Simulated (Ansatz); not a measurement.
With plane-wave PAW r²SCAN (Ansatz code), HfC in the zinc blende structure (F-43m) relaxes to a = 5.027 Å. Hf has 4 nearest neighbours from 2.18 Å (tetrahedral); C has 4 nearest neighbours from 2.18 Å (tetrahedral). Its formation energy from the elements is -0.45 eV/atom, with no fitted shifts.

It is gapped at this level: 0.57 eV (direct). The valence maximum lies at W and the conduction minimum at W (6 equivalent valleys). The screened hybrid HSE06 puts the gap at 0.97 eV. Gap from r²SCAN with spin–orbit coupling: 0.43 eV. Electrons at the band edge weigh 0.34, 0.34, 3.2 mₑ (principal values). The hole mass is 0.52, 0.52, 9.5 mₑ (principal values).

The bulk modulus is 164 GPa. The relaxed-ion elastic constants in GPa are C11 = 191, C12 = 150, C44 = 68.5. The elastic constants imply a Debye temperature near 275 K. Bader charges are Hf +2.06, C -2.06 e.

The start of the workflow was typed in or built on a structure type; neither database checked (COD, Materials Project) lists it. It is not the phase usual at ambient conditions (space group No. 225). Symmetry was held in the r²SCAN relaxation; its stability against distortions is not shown here. No spin polarisation was allowed. The references are the lowest solids computed at this level, not always the standard phases. Spin–orbit coupling is left out wherever it is not named.

Potentials: the earlier of the program's two PAW sets.
